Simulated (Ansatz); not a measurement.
Relaxed Ti (hcp, Mg type):

```
Ti
1.0
    2.93914     0.00000     0.00000
   -1.46957     2.54537     0.00000
    0.00000     0.00000     4.65010
Ti
2
Direct
  0.33333   0.66667   0.75000
  0.66667   0.33333   0.25000
```

In this cell atom 2 (Ti, nearest neighbour Ti at 2.878 Å; its periodic images, 2.9 Å or more away, move with it) is moved by s along Cartesian [110], unit vector (0.707, 0.707, 0.000); all other atoms and the cell stay fixed.

The numbers are results of PBE (plane waves to 420 eV, PAW, scalar-relativistic; Ansatz, a quantum-chemistry and plane-wave program), not measurements. k mesh 15×15×8 (Γ-centred), Fermi-Dirac smearing 0.05 eV. E stands for the smeared free energy. With partly filled bands, energies and forces of such displacements shift with the k mesh and the smearing. Ti is run without spin polarisation. Ti was relaxed with its symmetry unable to fall. The zero of ΔE is the undisplaced structure. The last digit holds for this mesh only.

```tsv
s (Å)	ΔE (meV/cell)
-0.290	56.21
-0.232	37.48
-0.174	21.89
-0.116	10.05
-0.058	2.58
0.000	0.00
0.058	2.64
0.116	10.51
0.174	23.23
0.232	withheld
0.290	59.97
```

Problem. Fit a polynomial form (powers 2, 3, 4) to the given rows and predict ΔE at s = 0.232.

Solution. Least squares on the 10 given rows: ΔE = (772.1)·s² + (81.95)·s³ + (-973.0)·s⁴, in meV/cell with s in Å; root-mean-square residual 0.156 meV/cell. At 0.232 the fit gives 39.76 meV/cell; the calculation gives 40.04 meV/cell, so the interpolation is off by -0.28 (-0.7 %). The quadratic term alone would give 41.56 meV/cell.

(For displaced atoms, the force is minus the slope of the energy, and its curvature is a force constant, which sets phonon frequencies.)
